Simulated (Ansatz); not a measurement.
**Notes on Ti4InN3**

```xyz
16
Lattice="1.5586 2.6996 0.0000 -1.5586 2.6996 0.0000 0.0000 0.0000 24.3834" Properties=species:S:1:pos:R:3 pbc="T T T"
In   -0.0002    1.7998    6.0959
In   -0.0002    3.5994   18.2876
N     0.0000    0.0000    0.0000
N     0.0000    0.0000   12.1917
Ti    0.0000    0.0000    3.7721
Ti    0.0000    0.0000   15.9638
Ti    0.0000    0.0000    8.4196
Ti    0.0000    0.0000   20.6113
Ti   -0.0002    1.7998    1.3216
Ti   -0.0002    3.5994   13.5133
Ti   -0.0002    1.7998   10.8701
Ti    0.0000    3.5997   23.0619
N     0.0002    3.5994    2.5593
N     0.0002    1.7998   14.7510
N     0.0002    3.5994    9.6324
N     0.0000    1.7996   21.8242
```

Method: r2SCAN, no spin polarisation; PAW, plane waves to 500 eV, 12×12×2 Γ-centred mesh, fermi-dirac occupations (width 0.035 eV) (Ansatz 0.2.0), atoms fixed.

Question: Metal or insulator?

Answer: It is a metal, with about 4.2 states/eV a cell as the mean within 0.25 eV of the Fermi level, mostly Ti d (91 %).

Question: What do density and ELF say about some of the short contacts?

Answer: Ti–N at 2.17 Å: least valence density 0.46 e/Å³ and ELF 0.19 there. In–Ti at 2.94 Å: least valence density 0.20 e/Å³ and ELF 0.25 there. In–In at 3.12 Å: least valence density 0.18 e/Å³ and ELF 0.28 there. Both are smooth PAW fields, read partly inside the augmentation spheres.

Question: Is the cell too large or too small?

Answer: The pressure is -17.5 GPa (compression positive), so with the atoms held at these fractions the cell would first shrink; the forces are large, so a full relaxation may end otherwise.

Question: What is the formation energy?

Answer: -1.51 eV an atom against the elements' usual phases (free molecules for gases, crystals otherwise, with no correction for O₂ or N₂), so it is bound against them; other compounds may still compete. Relaxing would lower it.

Origin: a known structure type with other elements, at an estimated volume, so it need not be a known compound. Caveats: many states at the Fermi level without spin polarisation, so a magnetic state may lie lower; atoms or cell far from equilibrium.
